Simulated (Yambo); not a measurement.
A G0W0@PBEsol run in Yambo for CdTe (zinc blende, space group F-43m, No. 216) (4×4×4 Γ-centred k mesh, bands 9 to 212 and a 7 Ry block in the screening, 212 bands in G with the Bruneval-Gonze terminator, plasmon pole fitted at 27.2 eV) gives these matrix elements, in eV, at the band edges (Γ → Γ):

| state | E0 | <Vxc> | <Σx> | <Σc(E0)> | Z |
|---|---|---|---|---|---|
| valence edge | 0.000 | -13.519 | -16.112 | 1.396 | 0.798 |
| conduction edge | 0.374 | -11.780 | -8.125 | -3.449 | 0.808 |

Solve the linearised quasiparticle equation for both states, give the gap, and say how exchange and correlation each act on it.

E = E0 + Z(Σx + Σc − Vxc). Valence: 0.000 + 0.798 × (-16.112 + (1.396) − (-13.519)) = -0.95 eV. Conduction: 0.374 + 0.808 × (-8.125 + (-3.449) − (-11.780)) = 0.54 eV. The gap is 1.49 eV, against 0.37 eV in PBEsol. Replacing Vxc by bare exchange alone would open it by 6.25 eV; correlation takes back 4.85 eV of that, and Z scales what is left. Convergence of the G0W0 settings was not tested. 

The standard potential for Te keeps a d shell in the valence without the s and p states of that shell. In tests on such compounds this moved G0W0 gaps by up to about 0.9 eV, so absolute quasiparticle energies here are unreliable; differences between settings are what counts.

Spin-orbit coupling is included.

Geometry relaxed with PBEsol; primitive cell a = 4.589 Å, b = 4.589 Å, c = 4.589 Å, α = 60.00°, β = 60.00°, γ = 60.00°.
